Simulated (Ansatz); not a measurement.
### Question
Name crystals whose computed values (DFT-r²SCAN in the program Ansatz with PAW potentials) fall in these windows: electron conductivity mass (mₑ) 4.5 to 5.7; B₀ by P(V) fit (GPa) 26 to 36.

### Answer


```tsv
crystal	electron conductivity mass (mₑ)	B₀ by P(V) fit (GPa)
NaMnCl3, R-3 (Na on 6c, Mn on 6c, Cl on 18f)	5.1	31.3
```
Others may fit too.

Spin orders computed, not proven ground states: NaMnCl3, R-3 (Na on 6c, Mn on 6c, Cl on 18f) ferromagnetic. Standing as an ambient phase not checked: NaMnCl3, R-3 (Na on 6c, Mn on 6c, Cl on 18f). The cell was relaxed under the symmetry of its start.

Potentials: the later of the program's two PAW sets.
